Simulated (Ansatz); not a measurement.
A structure of ZnCu2SnS4 relaxed with PBEsol (plane waves to 420 eV, PAW, scalar-relativistic; Ansatz, a program for electronic structure); single points at other levels follow on the same geometry (Ansatz, PAW; PBEsol+SOC at 420 eV on a 9×9×9 k-mesh; spin-orbit coupling only where +SOC is written). Space group I-4 (No. 82).

```
CELL_PARAMETERS angstrom
     -2.68742     2.68742     5.37554
      2.68742    -2.68742     5.37554
      2.68742     2.68742    -5.37554
ATOMIC_POSITIONS crystal
  Cu 0.00000 0.00000 0.00000
  Cu 0.75000 0.25000 0.50000
  Zn 0.25000 0.75000 0.50000
  Sn 0.50000 0.50000 0.00000
  S  0.63861 0.62967 0.52827
  S  0.10140 0.11035 0.47173
  S  0.37033 0.89860 0.00894
  S  0.88965 0.36139 0.99106
```

| level | gap (eV) | kind | conduction minimum |
|---|---|---|---|
| PBEsol | 0.10 | direct | Γ |
| PBEsol+SOC | 0.10 | direct | Γ |

The shift from spin-orbit coupling is approximate. No spin polarisation in the result.

The run could not lose the symmetry of its start; a randomly shaken copy of 8 atoms returns to this structure.
